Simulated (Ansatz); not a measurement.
## Na$_{2}$TeO$_{2}$, a known structure type with other elements, at an estimated volume

```
O Te Na
1.0
     3.84670    0.00000    0.00000
    -1.92335    3.33134    0.00000
     0.00000    0.00000    6.74636
O Te Na
2 1 2
Direct
  0.33330 0.66670 0.62000
  0.66670 0.33330 0.38000
  0.00000 0.00000 0.00000
  0.33330 0.66670 0.29000
  0.66670 0.33330 0.71000
```

The numbers come from plane-wave PAW DFT (Ansatz): PBEsol, no spin polarisation, 420 eV, 10×10×5 Γ-centred k points, fermi-dirac occupations (width 0.1 eV). Nothing was relaxed.

Question: Metal or insulator?

Answer: It is a metal, with about 6.4 states/eV a cell as the mean within 0.25 eV of the Fermi level, mostly O p (77 %) and Te p (21 %).

Question: Describe some of the short contacts.

Answer: O–Na at 2.23 Å: least valence density 0.18 e/Å³ and ELF 0.03 there. Te–Na at 2.96 Å: least valence density 0.09 e/Å³ and ELF 0.04 there. Te–O at 3.39 Å: least valence density 0.09 e/Å³ and ELF 0.14 there. These are pseudo-fields; inside the PAW spheres they differ from the all-electron ones.

Question: Is it stable against the elements?

Answer: 0.00 eV an atom against the elements' usual phases (free molecules for gases, crystals otherwise, with no correction for O₂ or N₂), too near zero to call. Relaxing would lower it.

Question: Is the cell too large or too small?

Answer: The pressure is 0.0 GPa (compression positive), so with the atoms held at these fractions the cell is close to zero pressure; the forces are large, so a full relaxation may end otherwise.

Question: Which atom feels the largest force, and which way?

Answer: The largest is on O2 (and as large on other atoms): 1.23 eV/Å, components (0.00, 0.00, -1.23). It makes 180° with the line to a nearest neighbour, Na5 at 2.23 Å, pointing away from it.

Origin: a known structure type with other elements, at an estimated volume, so it need not be a known compound. Caveats: many states at the Fermi level without spin polarisation, so a magnetic state may lie lower.
